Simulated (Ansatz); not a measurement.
**CsSnI₃ — ¹¹⁹Sn Mössbauer parameters**

Cell: a computed structure from the Materials Project (it need not be an observed phase).

```
CELL_PARAMETERS angstrom
6.28623 0.00000 0.00000
0.00000 6.28623 0.00000
0.00000 0.00000 6.28623
ATOMIC_POSITIONS crystal
Cs 0.50000 0.50000 0.50000
Sn 0.00000 0.00000 0.00000
I 0.50000 0.00000 0.00000
I 0.00000 0.00000 0.50000
I 0.00000 0.50000 0.00000
```

Sites (sets of like atoms) are named by element and the number of their first atom in this list.

All values are calculated (Ansatz; DFT, r2SCAN, plane waves and PAW, scalar-relativistic, 500 eV cutoff, Γ-centred 5×5×5 k-points, Fermi–Dirac smearing 0.02 eV), not measured.

Isomer shifts (against SnO₂) follow from the electron density at the nucleus, δ = α(ρ − ρ₀), with α = 0.093 mm s⁻¹ a₀³ and ρ₀ = 183072.84 a₀⁻³ from a line fitted to 8 measured compounds at this level of theory (rms miss 0.14 mm/s). ΔE_Q = ½eQV_zz(1 + η²/3)^½ with Q = -0.132 b for the 23.9 keV state.

(1) Where do the absorption lines lie?

## Answers

(1) Sn (1 atom a cell): δ = 3.79, |ΔE_Q| = 0.00 mm/s, a single line at 3.79 mm/s.

This high-symmetry form of CsSnI3 is unstable when cold, to tilts of the octahedra. The symmetry of the cell holds that distortion back, wholly or in part, and it would change the field gradients, the more the larger the distortion. Shifts outside the range of the fitted compounds (-0.5 to 3.2 mm/s for Sn) are extrapolations.
